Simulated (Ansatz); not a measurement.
## Profile along the Cd–As line in Ca(CdAs)2 (space group P-3m1)

Ca(CdAs)$_{2}$ (space group P-3m1)

```yaml
crystal:
  lattice:
    - [4.40788, 0.00000, 0.00000]
    - [-2.20394, 3.81733, 0.00000]
    - [0.00000, 0.00000, 7.19731]
  atoms:
    - { symbol: Ca, position: [0.00000, 0.00000, 0.00000] }
    - { symbol: Cd, position: [0.33333, 0.66667, 0.63374] }
    - { symbol: Cd, position: [0.66667, 0.33333, 0.36626] }
    - { symbol: As, position: [0.33333, 0.66667, 0.23753] }
    - { symbol: As, position: [0.66667, 0.33333, 0.76247] }
```

Fields along a shortest Cd–As line of a (1 -1 0 0) plane (2.85 Å), from Cd to As, interpolated on the slice's grid (step about 0.2 Å). Computed with r2SCAN (plane waves to 500 eV, PAW, scalar-relativistic; Ansatz, a program for electronic structure). k mesh 9×9×5. These are valence fields of a PAW run, semicore shells included where kept as valence: close to a nucleus they are smooth pseudo fields. Ca(CdAs)2 was relaxed with its symmetry unable to fall.

| distance from Cd (Å) | valence electron density (e/Å³) | electron localisation function |
|---|---|---|
| 0.00 | 26.48 | x |
| 0.14 | 24.32 | x |
| 0.29 | 18.86 | x |
| 0.43 | 12.35 | x |
| 0.57 | 6.80 | 0.54 |
| 0.71 | 3.14 | 0.43 |
| 0.86 | 1.30 | 0.31 |
| 1.00 | 0.59 | 0.20 |
| 1.14 | 0.34 | 0.14 |
| 1.28 | 0.26 | 0.19 |
| 1.43 | 0.26 | 0.36 |
| 1.57 | 0.30 | 0.55 |
| 1.71 | 0.37 | 0.63 |
| 1.85 | 0.49 | 0.64 |
| 2.00 | 0.74 | 0.61 |
| 2.14 | 1.51 | 0.54 |
| 2.28 | 3.81 | 0.40 |
| 2.42 | 9.40 | x |
| 2.56 | 19.05 | x |
| 2.71 | 29.31 | x |
| 2.85 | 32.61 | x |

x: too close to a nucleus for the ELF to mean much.

Density on the Cd–As line (2.85 Å) at its density minimum, 1.4 Å from Cd: 0.26 e/Å³. ELF at that point: 0.26. ELF maximum in the middle third of the Cd–As line: 0.64, 1.8 Å from Cd.
